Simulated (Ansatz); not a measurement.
MgS:
```
MgS
1.0
    0.00000     2.61486     2.61486
    2.61486     0.00000     2.61486
    2.61486     2.61486     0.00000
Mg S
1 1
Direct
  0.00000   0.00000   0.00000
  0.50000   0.50000   0.50000
```

Relaxed with PBE. Special points in fractions of this cell's reciprocal vectors: Γ (0.000, 0.000, 0.000); X (0.500, 0.000, 0.500); U (0.625, 0.250, 0.625); K (0.375, 0.375, 0.750); L (0.500, 0.500, 0.500); W (0.500, 0.250, 0.750).

Q: List the band energies nearest the valence-band maximum at these points for the program Ansatz at the PBE level (PAW).

A: In eV from the valence-band maximum; about four levels below and three above (degenerate sets whole), none deeper than 8.9 eV; points with the same levels are listed once.

```tsv
k	below	above
Γ	0.00 0.00 0.00	3.60 7.93 7.93 7.93
X	-4.10 -1.64 -1.64	2.76 4.43 11.86
U	-3.61 -3.12 -1.33	3.89 6.67 9.60
L	-4.74 -0.57 -0.57	4.53 6.88 6.88
W	-3.16 -3.16 -2.31	5.19 7.91 7.91
```

Space group Fm-3m (rock salt). Symmetry was held in the PBE relaxation; phonons on a q-mesh show no instability.

Potentials: the later of the program's two PAW sets.
